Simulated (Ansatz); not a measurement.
Pt (simple cubic): energy against volume

These are results of DFT, PBEsol, plane waves (420 eV) with PAW, scalar-relativistic in Ansatz 0.2.0, not measurements. The PAW files were generated under PBE, with cores re-solved for the functional.

The cell is scaled uniformly from the relaxed one, with fractional coordinates and shape fixed. Energies are extrapolated to zero smearing, pressures are those at the given smearing. Magnetic state: spin not included.

A Birch-Murnaghan fit gives V₀ = 17.31 Å³/atom, B₀ = 217 GPa, B₀′ = 5.4.

Question: What are the energy above the minimum and the pressure at 15.949 Å³/atom?

Answer: 86.8 meV/atom and 22.55 GPa as computed.

Question: What are the energy above the minimum and the pressure at 16.643 Å³/atom?

Answer: 19.1 meV/atom and 9.89 GPa as computed.

Question: What are the energy above the minimum and the pressure at 18.723 Å³/atom?

Answer: 65.7 meV/atom and -13.44 GPa as computed.
